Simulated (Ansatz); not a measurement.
A relaxed cell of InFeC4N4 is given with its symmetry left out. The cell was found from a structure generator's guess, not taken from experiment.

Computed with Ansatz 0.2.0, DFT PBE, scalar-relativistic, plane waves, PAW. Cutoff 420 eV, Γ-centred mesh, Gaussian smearing, collinear spin.

```cif
data_structure
_symmetry_space_group_name_H-M 'P 1'
_symmetry_Int_Tables_number 1
_cell_length_a 7.6952
_cell_length_b 7.6952
_cell_length_c 3.4792
_cell_angle_alpha 90.000
_cell_angle_beta 90.000
_cell_angle_gamma 90.000
_cell_volume 206.02
loop_
_atom_site_label
_atom_site_type_symbol
_atom_site_fract_x
_atom_site_fract_y
_atom_site_fract_z
_atom_site_occupancy
In1 In 0.00000 0.00000 0.00000 1
Fe1 Fe 0.50000 0.50000 0.00000 1
C1 C 0.20574 0.79426 0.00000 1
C2 C 0.79426 0.20574 0.00000 1
C3 C 0.20574 0.20574 0.00000 1
C4 C 0.79426 0.79426 0.00000 1
N1 N 0.31296 0.68704 0.00000 1
N2 N 0.68704 0.31296 0.00000 1
N3 N 0.31296 0.31296 0.00000 1
N4 N 0.68704 0.68704 0.00000 1
```

Formation energies are uncorrected and refer to the elements' standard structures at the same level (N₂ as a molecule).

(1) What space group does it have?

(2) What is its formation energy per atom?

(3) Is it a metal?

(4) Which magnetic moments does it keep?

(5) From what recipe could a structure generator have reached it?

Answers

(1) P4/mmm (No. 123). Conventional cell: a = 7.695 Å, c = 3.479 Å. In is surrounded by 4 C at 2.24 Å; Fe has 4 N at 2.04 Å; around C lie 1 N at 1.17 Å and 1 In at 2.24 Å; around N lie 1 C at 1.17 Å and 1 Fe at 2.04 Å.

(2) +0.63 eV/atom. It can't be a ground state, since the elements alone are lower.

(3) Yes, bands cross the Fermi level on the 6×6×12 mesh.

(4) 0.38 μB per atom net, the space between the atoms included; by site: Fe 3.2 μB.

(5) One such recipe: stacked square cyanide-bridged sheets (P4/mmm, No. 123). Other recipes can lead to the same cell.

The last run used collinear spin, a 6×6×12 mesh (in the run's order of axes) for its 10-atom cell and Gaussian smearing of 0.10 eV. The reference form of C is held partly by dispersion forces, which this level lacks. The magnetic state reached may not be the lowest. A structure relaxed within its symmetry needn't be a true minimum.
